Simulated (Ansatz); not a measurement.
NbBr₄ (space group C2/m)

Space group C2/m (No. 12); a = 12.561 Å, b = 7.097 Å, c = 8.840 Å, α = γ = 90.00°, β = 131.36°

```tsv
atom	site	symmetry	x	y	z
Nb	4g	2	0.0000	0.2170	0.0000
Br	4i	m	0.2143	0.0000	0.1720
Br	8j	1	0.0330	0.2454	0.3059
Br	4i	m	0.1855	0.5000	0.1495
```
(The calculation used a cell of 10 atoms; values per cell refer to that cell.)

This relaxed cell (volume V₀) is scaled evenly in all directions, its shape held. The atoms relax within the cell's symmetry.

Computed with PBEsol (plane waves to 420 eV, PAW, scalar-relativistic; Ansatz, a quantum-chemistry and plane-wave program). k mesh 6×6×5 (Γ-centred), Fermi-Dirac smearing 0.05 eV. The energy includes the smearing's −TS. NbBr4 is run without spin polarisation and with no Hubbard U. NbBr4 was relaxed with its symmetry unable to fall. The zero of ΔE is the relaxed starting cell.

**Question.** Estimate the ΔE (eV/atom) for V/V₀ = 0.955, 0.985, 1.015, 1.030, 1.045, 1.060.

**Answer.** 
```csv
V/V₀,ΔE (eV/atom)
0.955,0.0026
0.985,0.0003
1.015,0.0002
1.030,0.0009
1.045,0.0020
1.060,0.0034
```

(Under strain, the slope of the energy per volume gives the stress and its curvature an elastic modulus.)
